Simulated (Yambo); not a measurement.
```
ScF3
1.0
    2.85141     1.64626     4.65336
   -2.85141     1.64626     4.65336
    0.00000    -3.29252     4.65336
F Sc
6 2
Cartesian
  1.35892  -0.93880   8.14337
 -1.35892   0.93880   5.81670
  0.13356   1.64626   8.14337
 -0.13356  -1.64626   5.81670
 -1.49249  -0.70746   8.14337
  1.49249   0.70746   5.81670
  0.00000   0.00000   6.98004
  0.00000   0.00000   0.00000
```

The geometry is that of Materials Project entry mp-1078300, symmetrised and not relaxed again.

**Question.** Where are the main features of Im ε from RPA with local fields on LDA bands (Yambo; 4×4×4 mesh, 107 bands, 3 Ry local-field block, 0.2 eV broadening; field along x)?

**Answer.** Peaks at 7.5 eV (3.5), 10.0 eV (3.3), 11.5 eV (1.5), 12.9 eV (0.8), 16.5 eV (0.7), heights in brackets. Peak heights and small wiggles depend on the k mesh. Convergence of the RPA response with its 4×4×4 mesh was not tested. No excitonic effects at this level. 

The structure is a Materials Project entry; no match was found in the copy of COD used, and its stability was not checked.
